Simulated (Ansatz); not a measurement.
Start of a relaxation of Ga3BAs4:

```cif
data_structure
_symmetry_space_group_name_H-M 'P 1'
_symmetry_Int_Tables_number 1
_cell_length_a 3.8295
_cell_length_b 6.6329
_cell_length_c 6.6329
_cell_angle_alpha 70.529
_cell_angle_beta 90.000
_cell_angle_gamma 90.000
_cell_volume 158.85
loop_
_atom_site_label
_atom_site_type_symbol
_atom_site_fract_x
_atom_site_fract_y
_atom_site_fract_z
_atom_site_occupancy
Ga1 Ga 0.50000 0.00000 0.50000 1
Ga2 Ga 0.50000 0.50000 0.00000 1
Ga3 Ga 0.00000 0.50000 0.50000 1
B1 B 0.00000 0.00000 0.00000 1
As1 As 0.50000 0.12500 0.12500 1
As2 As 0.00000 0.12500 0.62500 1
As3 As 0.00000 0.62500 0.12500 1
As4 As 0.50000 0.62500 0.62500 1
```

Computed with DFT PBE, scalar-relativistic, plane waves, PAW in Ansatz. Cutoff 420 eV, Gaussian smearing, Γ-centred meshes. Cell and atoms relax first on a coarse mesh and then on a converged one. In between, the cell is made exact in the group found at 0.06 Å. The steps can't lower the symmetry of their start. No spin polarisation.

A guess keeps its type if space group and coordination stay and the shape of the cell changes little (axis ratios within about 15 %, angles within 6°); the volume may change.

Question: Does it keep its structure type, or change into something else?

Answer: It keeps its type. The symmetry stays Amm2 (No. 38). The volume per atom grows by 6.2 %, from 19.9 to 21.1 Å³. The shortest distance goes from 2.35 Å (B–As and Ga–As) to 2.16 Å (B–As). Counting neighbours within 15 % of an atom's shortest distance, the start has As 4, B 4, Ga 4 and the end As 4, B 4, Ga 4.

The last run used a 10×6×6 mesh (in the run's order of axes) for its 8-atom cell and Gaussian smearing of 0.01 eV. Symmetry constrained the relaxation, so the result can be a saddle point. Another cell of Ga3BAs4 relaxed alike, in I-42m, lies 69 meV/atom lower, so this cell isn't the stable form at this level.
